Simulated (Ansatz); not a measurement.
Ti4AlN3 (space group P6_3/mmc)

```
CELL_PARAMETERS angstrom
      2.96257     0.00000     0.00000
     -1.48128     2.56566     0.00000
      0.00000     0.00000    23.26386
ATOMIC_POSITIONS crystal
  Ti 0.33333 0.66667 0.44627
  Ti 0.66667 0.33333 0.55373
  Ti 0.66667 0.33333 0.94627
  Ti 0.33333 0.66667 0.05373
  Ti 0.00000 0.00000 0.65396
  Ti 0.00000 0.00000 0.34604
  Ti 0.00000 0.00000 0.15396
  Ti 0.00000 0.00000 0.84604
  Al 0.66667 0.33333 0.75000
  Al 0.33333 0.66667 0.25000
  N  0.66667 0.33333 0.10544
  N  0.33333 0.66667 0.89456
  N  0.33333 0.66667 0.60544
  N  0.66667 0.33333 0.39456
  N  0.00000 0.00000 0.50000
  N  0.00000 0.00000 0.00000
```

Equation-of-state scan: isotropic scaling of the cell above, V₀ being its volume. The atoms relax within the cell's symmetry.

Computed with PBEsol (plane waves to 420 eV, PAW, scalar-relativistic; Ansatz, an electronic-structure program). k mesh 14×14×2 (Γ-centred), Fermi-Dirac smearing 0.05 eV. Energies are smeared free energies. With the shape held, the modulus is that of even scaling; a crystal free to change shape is softer. At this level the bands of Ti4AlN3 touch or barely overlap. Ti4AlN3 is run without spin polarisation. Ti4AlN3 was relaxed with its symmetry unable to fall. The zero of ΔE is the relaxed starting cell. The last digit holds for this mesh only.

| V (Å³/atom) | ΔE (meV/atom) |
|---|---|
| 9.947 | 88.0 |
| 10.168 | 54.2 |
| 10.389 | 29.4 |
| 10.610 | 12.6 |
| 10.831 | 3.0 |
| 11.052 | 0.0 |
| 11.273 | 2.8 |
| 11.494 | 10.9 |
| 11.715 | 23.6 |
| 11.936 | 40.6 |
| 12.157 | 61.3 |

What is the fitted pressure derivative B₀′?

4.4.

What bulk modulus at fixed cell shape B₀ follows from a third-order Birch-Murnaghan fit?

211 GPa. Check by three points about V = 11.052 Å³/atom, step 0.442: d²E/dV² ≈ (13 − 2·0 + 11) meV / 0.442² = 0.123 eV/Å⁶, and V·d²E/dV² × 160.2 = 217 GPa.

(Under strain, the slope of the energy per volume gives the stress and its curvature an elastic modulus.)
